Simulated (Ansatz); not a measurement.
TaCu$_{3}$Te$_{4}$ in space group P-43m (No. 215; Ta on 1a, Cu on 3d, Te on 4e), r²SCAN in the plane-wave PAW code Ansatz, all energies at zero smearing, with the estimated change up to a 700 eV cutoff added, with one set of potentials and settings (totals compare only within such a set). Cell of 8 atoms (1 Ta, 3 Cu, 4 Te): -57819.940 eV.

```json
[
 {"element": "Ta", "reference phase": "Im-3m, 1 atoms in the cell", "E (eV/atom)": "-9944.3222"},
 {"element": "Cu", "reference phase": "Fm-3m, 1 atoms in the cell", "E (eV/atom)": "-6631.2396"},
 {"element": "Te", "reference phase": "P3_121, 3 atoms in the cell", "E (eV/atom)": "-6994.8235"}
]
```

Formation energy per atom, worked out: (-57819.940 − 1×(-9944.3222) − 3×(-6631.2396) − 4×(-6994.8235))/8 = -0.326 eV/atom (-31 kJ per mol of atoms), at 0 K, without zero-point energy or fitted corrections.

The first step of the workflow began from a Materials Project structure, measured or hypothetical; the Crystallography Open Database copy checked does not list it. Its standing as an ambient phase is unchecked. The r²SCAN relaxation kept the symmetry of its start; its stability against distortions is not shown here. No spin polarisation was allowed. The references are the lowest solids computed at this level, not always the standard phases. Spin–orbit coupling is left out wherever it is not named.

Potentials: the later of the program's two PAW sets.
